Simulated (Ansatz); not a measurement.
Polymorphs of Ba2YHO3, each relaxed with plane-wave PAW PBE (Ansatz code):

A: Immm
a = 4.2032 Å, b = 4.4029 Å, c = 13.7849 Å, α = β = γ = 90.00°

```
atom  site  symmetry       x       y       z
----  ----  --------  ------  ------  ------
Y       2a       mmm  0.0000  0.0000  0.0000
O       2d       mmm  0.0000  0.5000  0.0000
H       2b       mmm  0.5000  0.0000  0.0000
O       4i       mm2  0.0000  0.0000  0.1641
Ba      4i       mm2  0.0000  0.0000  0.3477
```

B: I4mm
a = 4.414 Å, b = 4.414 Å, c = 13.597 Å, α = 90.00°, β = 90.00°, γ = 90.00°

| atom | site | symmetry | x | y | z |
|---|---|---|---|---|---|
| Y | 2a | 4mm | 0.0000 | 0.0000 | 0.0117 |
| O | 4b | 2mm. | 0.0000 | 0.5000 | 0.4923 |
| O | 2a | 4mm | 0.0000 | 0.0000 | 0.1725 |
| H | 2a | 4mm | 0.0000 | 0.0000 | 0.8308 |
| Ba | 2a | 4mm | 0.0000 | 0.0000 | 0.3634 |
| Ba | 2a | 4mm | 0.0000 | 0.0000 | 0.6371 |

Question: Put the candidates in order of energy per atom at 0 K, lowest first, for PBE.

Answer: B (+0 meV/atom), A (+59 meV/atom)

Question: Give each one's gap.

Answer: A 3.15 eV; B 3.73 eV.

Typed or built starts, not in the databases checked: A; B. All cells were relaxed under the symmetry of their starts (and spin orders); stability against distortions was not tested throughout. Named crystals with no word on spin ran without spin polarisation. Spin–orbit coupling is left out wherever it is not named.

Energies hold the estimated change up to a 700 eV cutoff; steps of a few meV lie near the error of the meshes.

Potentials: the earlier of the program's two PAW sets.
